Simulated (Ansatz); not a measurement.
## Two states of LaGdH

```yaml
crystal:
  lattice:
    - [4.47411, 0.00000, 0.00000]
    - [0.00000, 4.47411, 0.00000]
    - [0.00000, 0.00000, 6.40003]
  atoms:
    - { symbol: La, position: [0.00000, 0.50000, 0.77800] }
    - { symbol: La, position: [0.50000, 0.00000, 0.22200] }
    - { symbol: H, position: [0.00000, 0.00000, 0.50000] }
    - { symbol: H, position: [0.50000, 0.50000, 0.50000] }
    - { symbol: Gd, position: [0.00000, 0.00000, 0.00000] }
    - { symbol: Gd, position: [0.50000, 0.50000, 0.00000] }
```

The numbers come from plane-wave PAW DFT (Ansatz): PBE, 420 eV, 5×5×4 Γ-centred k points, fermi-dirac occupations (width 0.1 eV). Nothing was relaxed.

State A: Gd5 up, Gd6 up (collinear spin). State B: Gd5 up, Gd6 down (collinear spin).

**Question.** Which state is lower, and how do they differ?

**Answer.** State B is lower by 14.6 meV an atom at zero smearing; in free energy at this smearing B lies -14.0 meV an atom from A.

```json
{"state": "A", "free energy (meV/atom)": "14.0", "largest moment in a small sphere (μB)": "6.63", "net moment (μB/cell)": "13.39", "gap on mesh (eV)": "metal", "pressure (GPa)": "13.2", "largest force (eV/Å)": "5.27"}
{"state": "B", "free energy (meV/atom)": "0.0", "largest moment in a small sphere (μB)": "6.82", "net moment (μB/cell)": "0.00", "gap on mesh (eV)": "metal", "pressure (GPa)": "13.4", "largest force (eV/Å)": "5.10"}
```

Origin: a known structure type with other elements, at an estimated volume, so it need not be a known compound. Caveats: atoms or cell far from equilibrium; f shells without a U or exact exchange are poorly placed.
